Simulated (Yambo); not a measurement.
One stored BSE kernel of dimension 1944 for BP (zinc blende, space group F-43m, No. 216) (Yambo, PBEsol bands; 6×6×6 mesh, 3 valence and 3 conduction bands, static screening with 11 bands and a 4 Ry block, scissor 0.91 eV, Tamm-Dancoff; broadening 0.15 eV; field along x), solved in several ways.

```csv
solver,iterations,largest change of Im ε (% of its maximum),rough time
"Haydock, threshold 2 %",7,120,within a factor of two
"Haydock, threshold 0.5 %",16,25,within a factor of two
"Haydock, threshold 0.1 %",38,4.9,within a factor of two
"Haydock, threshold 0.005 %",83,0.2,1
"SLEPc, lowest 10 states",–,no full spectrum,about 2×
"SLEPc, lowest 60 states",–,no full spectrum,within a factor of two
full diagonalisation,–,reference,about 30×
```

Haydock gives the spectrum without eigenstates, SLEPc the lowest states alone, full diagonalisation everything at a cost that grows as the cube of the dimension. Times include reading the kernel. Times are rough ratios from shared machines. Mesh and scissor weren't tested; the rows compare only with each other.

Geometry relaxed with PBEsol; primitive cell a = 3.197 Å, b = 3.197 Å, c = 3.197 Å, α = 60.00°, β = 60.00°, γ = 60.00°.
